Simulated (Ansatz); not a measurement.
Li4Nb6NiO18:
```
CELL_PARAMETERS angstrom
      5.14283     0.00000     0.00000
     -2.57142     4.45382     0.00000
      0.00000     0.00000    13.91867
ATOMIC_POSITIONS crystal
  Li 0.66667 0.33333 0.55617
  Li 0.33333 0.66667 0.38949
  Li 0.33333 0.66667 0.88147
  Li 0.00000 0.00000 0.72062
  Nb 0.33333 0.66667 0.16654
  Nb 0.66667 0.33333 0.33780
  Nb 0.00000 0.00000 0.50270
  Nb 0.33333 0.66667 0.66832
  Nb 0.66667 0.33333 0.83583
  Nb 0.00000 0.00000 0.99392
  Ni 0.00000 0.00000 0.20704
  O  0.05199 0.73640 0.10687
  O  0.68441 0.94801 0.10687
  O  0.00770 0.36466 0.27302
  O  0.26360 0.31559 0.10687
  O  0.35696 0.99230 0.27302
  O  0.63534 0.64304 0.27302
  O  0.70183 0.04551 0.43726
  O  0.34368 0.29817 0.43726
  O  0.67649 0.71268 0.60259
  O  0.95449 0.65632 0.43726
  O  0.03619 0.32351 0.60259
  O  0.28732 0.96381 0.60259
  O  0.37236 0.38018 0.76807
  O  0.00782 0.62764 0.76807
  O  0.33426 0.03294 0.93101
  O  0.61982 0.99218 0.76807
  O  0.69869 0.66574 0.93101
  O  0.96706 0.30131 0.93101
```
Starting moments (μB, in the order of the atoms Li Li Li Li Nb Nb Nb Nb Nb Nb Ni O O O O O O O O O O O O O O O O O O): 0.0 0.0 0.0 0.0 0.0 0.0 0.0 0.0 0.0 0.0 1.6 0.1 0.1 0.0 0.1 0.0 0.0 0.0 0.0 0.0 0.0 0.0 0.0 0.0 0.0 0.0 0.0 0.0 0.0.

Relaxed with r²SCAN.

Task: Which orbitals make up the states near the band edges in the program Ansatz at the r²SCAN level (PAW)?

Result: Top 1 eV of the valence band: O 2p 57 %, Ni 3d 39 %. Bottom 1 eV of the conduction band: Nb 4d 70 %, O 2p 16 %, Ni 3d 10 %. Projections are on Löwdin-orthogonalised atomic valence shells; empty p or d shells of many metals are not among them.

Task: Tabulate the density of states.

Result: States/eV per cell of 29 atoms, in 0.25 eV bins, energy from the valence-band maximum.

```
E (eV)  total   O 2p  Nb 4d  Ni 3d
------  -----  -----  -----  -----
-6.13    0.00   0.00   0.00   0.00
-5.88    5.38   3.41   1.48   0.03
-5.63    9.44   5.91   2.96   0.16
-5.38   20.76  13.32   6.14   0.32
-5.13   20.21  13.27   5.47   0.46
-4.88   21.52  14.27   5.38   0.81
-4.63   20.72  13.76   4.76   1.23
-4.38   18.72  12.89   4.12   0.79
-4.13   19.40  13.71   3.82   0.82
-3.88   20.04  14.42   3.68   0.91
-3.63   19.85  14.68   3.39   0.77
-3.38   19.36  14.68   3.10   0.63
-3.13   19.95  15.49   2.90   0.62
-2.88   17.39  13.90   2.10   0.55
-2.63   17.91  14.65   1.78   0.62
-2.38   20.20  17.00   1.62   0.64
-2.13   23.57  20.18   1.65   0.76
-1.88   27.81  24.25   1.62   0.94
-1.63   30.83  27.39   1.48   1.02
-1.38   32.96  29.86   1.09   1.12
-1.13   31.82  28.38   0.77   1.97
-0.88   22.13  17.26   0.44   4.07
-0.63    4.02   2.29   0.06   1.61
-0.38    0.00   0.00   0.00   0.00
-0.13   20.00   6.88   0.64  12.15
0.12     0.00   0.00   0.00   0.00
0.37     0.00   0.00   0.00   0.00
0.62     0.00   0.00   0.00   0.00
0.87     0.00   0.00   0.00   0.00
1.12     0.00   0.00   0.00   0.00
1.37     0.00   0.00   0.00   0.00
1.62     0.00   0.00   0.00   0.00
1.87     0.00   0.00   0.00   0.00
2.12     0.00   0.00   0.00   0.00
2.37     0.00   0.00   0.00   0.00
2.62     0.72   0.06   0.35   0.29
2.87     4.56   0.47   2.24   1.72
3.12    12.46   1.73   8.98   1.29
3.37    15.36   2.66  11.18   0.81
3.62    17.29   3.40  12.39   0.63
3.87    12.97   2.78   8.94   0.56
4.12    17.82   4.25  12.18   0.37
4.37    20.70   5.22  13.69   0.43
4.62    21.29   5.68  13.76   0.28
4.87    18.78   5.25  11.93   0.15
5.12    10.04   2.95   6.06   0.04
5.37     0.00   0.00   0.00   0.00
5.62     0.00   0.00   0.00   0.00
5.87     0.00   0.00   0.00   0.00
6.12     0.00   0.00   0.00   0.00
6.37     0.00   0.00   0.00   0.00
6.62     0.00   0.00   0.00   0.00
6.87     1.12   0.10   0.20   0.00
7.12     8.16   1.28   4.48   0.01
7.37    14.99   2.65   8.57   0.01
```

Space group P3. The start of the workflow was typed in or built on a structure type; neither database checked (COD, Materials Project) lists it. Its standing as an ambient phase is unchecked. Symmetry was held in the r²SCAN relaxation; its stability against distortions is not shown here. Magnetic state: ferromagnetic, the only order run, not a proven ground state. Other orbital occupations within this spin state were not tried. No Hubbard U is applied. Scalar-relativistic: spin–orbit coupling is off unless named, which matters more the heavier the elements.

Potentials: the later of the program's two PAW sets.
